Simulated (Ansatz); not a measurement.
All numbers below come from DFT PBE, scalar-relativistic, plane waves, PAW in Ansatz. Plane waves to 420 eV, an 18×18×12 mesh through Γ for the 2-atom cell and 0.10 eV Gaussian smearing; no spin polarisation.

The zero of energy is the elements' standard structures at the same level (F₂ as a molecule); no fitted shifts are applied. The references include grey tin.

Problem. Propose a candidate for a tetragonal metal with formula SnF, with a formation energy near −1.50 eV/atom and a density near 5.33 g/cm³, in a cell of 2 atoms.

Solution. SnF, space group P4/mmm (No. 123). Sn is surrounded by 2 F at 2.22 Å; F has 2 Sn at 2.22 Å.

```xyz
2
Lattice="3.1081 0.0000 0.0000 0.0000 3.1081 0.0000 0.0000 0.0000 4.4426" Properties=species:S:1:pos:R:3 pbc="T T T"
Sn    0.0000    0.0000    0.0000
F     0.0000    0.0000    2.2213
```

| Quantity | Value |
| --- | --- |
| Volume per atom | 21.46 Å³ |
| Density | 5.33 g/cm³ |
| Formation energy | −1.50 eV/atom |
| Gap on the 18×18×12 mesh of the 2-atom cell | 0 eV (a metal) |

The structure comes from a generated guess, relaxed at this level; another structure or a mixture of phases may lie lower. Other answers may fit too; this one was computed.

An odd number of electrons in the primitive cell allows no gap without spin; a larger cell or a magnetic state could open one. Symmetry constrained the relaxation, so the result can be a saddle point.
